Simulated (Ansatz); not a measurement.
The start is a relaxed Al cell displaced along its unstable phonon at q = (½, 0, 0) of its primitive reciprocal cell (89i cm⁻¹), largest move 0.15 Å. Cell shape, volume and atoms are optimised at zero target pressure with r2SCAN (plane waves to 500 eV, PAW, scalar-relativistic; Ansatz, a program for electronic structure). The first steps use a coarse 4×8×12 k-mesh.

Initial structure:
```
Al
1.0
    9.08982     0.00000     0.00000
   -2.27246     3.93601     0.00000
    0.00000     0.00000     2.75770
Al
6
Direct
  0.00000   0.00000   0.97964
  0.50000   0.00000   0.02036
  0.16667   0.66667   0.44561
  0.66667   0.66667   0.55439
  0.33333   0.33333   0.55439
  0.83333   0.33333   0.44561
```

```json
{
  "largest_initial_force": "0.10 eV/Å, on Al3, Al4, Al5, Al6 (atoms numbered as listed)",
  "energy_released": "0.14 eV/atom",
  "volume_change": "-3.3 %, from 16.44 to 15.90 Å³/atom",
  "relative_to_the_parent": "It does not go back: it reaches Fm-3m (No. 225), fcc (Cu type), 0.14 eV/atom below the parent",
  "Shortest distances (start → end)": "The closest pairs of elements (up to four, under 3.6 Å), start → end: Al–Al 2.62 → 2.82 Å",
  "band_gap_at_the_end": "no gap (metallic)",
  "optimiser_moves": "17"
}
```

Relaxed structure:

Space group Fm-3m (No. 225); a = b = c = 3.9914 Å, α = β = γ = 90.00°

| atom | site | symmetry | x | y | z |
|---|---|---|---|---|---|
| Al | 4a | m-3m | 0.0000 | 0.0000 | 0.0000 |
(The calculation used a cell of 1 atom; values per cell refer to that cell.)

Final values are on a 20×20×20 k-mesh of the relaxed cell. No spin polarisation in the result.

The run could not lose the symmetry of its start.

Of the parent cell (P6/mmm (No. 191)): it is a generated cell of Al: the first start was made by placing the elements on the sites of a structure type, and the end was not matched to a known phase here, so it may be hypothetical. Known forms of Al include space group No. 225.
